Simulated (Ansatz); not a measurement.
YSi$_{2}$Os$_{2}$:
```xyz
5
Lattice="-2.0835 2.0835 4.8046 2.0835 -2.0835 4.8046 2.0835 2.0835 -4.8046" Properties=species:S:1:pos:R:3 pbc="T T T"
Y      0.0000     0.0000     0.0000
Os     0.0000     2.0835     2.4023
Os     2.0835     0.0000     2.4023
Si     0.0000     0.0000     3.5557
Si     0.0000     0.0000     6.0534
```

Relaxed with r²SCAN.

Q: Map the electron localisation function on the plane through (0.000, 0.000, 0.000) spanned by u = [1, 1, 0] and v = [1, 0, 1] in lattice vectors, from r²SCAN (plane waves, PAW; program Ansatz).

A: x is the fraction of u, y of v (the angle between them is 90°; rows are the nearest grid lines); atoms in the plane: Y at (0.00, 0.00), Os at (0.25, 0.50), Os at (0.75, 0.50), Si at (0.37, 0.00), Si at (0.63, 0.00).
```
|3699500012442136248998426312442100059963|
|5799500013443113248998423113443100059975|
|8998300123455321258998521235543210038998|
|9997101223456654467887644566543221017999|
|9873002223356777666666667776533222003789|
|6520023222335677765555677765332223200256|
|1000133234444466654334566644444323310001|
|0001333356765445553223555445676533331000|
|0013333478776434443113444346778743333100|
|0023333577677533442112443357767753333200|
|0123333675257633332112333367525763333210|
|0123333675257633332112333367525763333210|
|0023333577677533442112443357767753333200|
|0013333478776434443113444346778743333100|
|0001333356765445553223555445676533331000|
|1000133234444466654334566644444323310001|
|6520023222335677765555677765332223200256|
|9873002223356777666666667776533222003789|
|9997101223456654467887644566543221017999|
|8998300123455321258998521235543210038998|
|5799500013443113248998423113443100059975|
|3699500012442136248998426312442100059963|
```
Scale: ten equal steps from 0.049 (start of '0') to 0.884 (end of '9'), in the order '0123456789'; x runs from 0.000 to 1.00, y from 0.000 (bottom) to 1.00 (top).

The density is the valence pseudo-density with augmentation charge, so density and ELF within about 1 Å of a nucleus are not all-electron values.

Space group I4/mmm. The workflow started from an entry of the Crystallography Open Database (COD). Its standing as an ambient phase is unchecked. Symmetry was held in the r²SCAN relaxation; its stability against distortions is not shown here. No spin polarisation was allowed. Scalar-relativistic: spin–orbit coupling is off unless named, which matters more the heavier the elements.

Potentials: the later of the program's two PAW sets.
